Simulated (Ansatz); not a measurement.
Ta3Os:
```
Ta3Os
1.0
    0.00000     3.21874     3.21874
    3.21874     0.00000     3.21874
    3.21874     3.21874     0.00000
Ta Os
3 1
Cartesian
  1.60937   1.60937   1.60937
  4.82811   4.82811   4.82811
  3.21874   3.21874   3.21874
  0.00000   0.00000   0.00000
```

Relaxed with r²SCAN. Special points in fractions of this cell's reciprocal vectors: Γ (0.000, 0.000, 0.000); X (0.500, 0.000, 0.500); U (0.625, 0.250, 0.625); K (0.375, 0.375, 0.750); L (0.500, 0.500, 0.500); W (0.500, 0.250, 0.750).

List the band energies nearest the Fermi level at these points for the program Ansatz at the r²SCAN level (PAW).

In eV from the Fermi level; about four levels below and three above (degenerate sets whole), none deeper than 8.9 eV; points with the same levels are listed once.

| k | below | above |
|---|---|---|
| Γ | -2.10 -2.10 -2.10 -0.14 -0.14 -0.14 | 1.71 1.71 4.96 4.96 |
| X | -2.85 -1.49 -0.16 -0.16 | 0.65 0.65 0.80 |
| U | -1.27 -0.78 -0.58 -0.35 | 0.96 1.24 1.48 |
| L | -2.49 -2.49 -1.98 -1.55 -1.55 | 2.23 2.23 3.12 3.12 |
| W | -1.19 -1.04 -0.96 -0.96 | 0.90 1.77 1.77 |

Space group Fm-3m. The first step of the workflow began from a Materials Project structure, measured or hypothetical; the Crystallography Open Database copy checked does not list it. With Ta and Os taken as one species the cell has the higher symmetry Im-3m, so it may be an ordered model of a mixed-site phase. Its standing as an ambient phase is unchecked. Symmetry was held in the r²SCAN relaxation; whether a distortion lowers the energy is not shown. No spin polarisation was allowed. Scalar-relativistic: spin–orbit coupling is off unless named, which matters more the heavier the elements.

Potentials: the later of the program's two PAW sets.
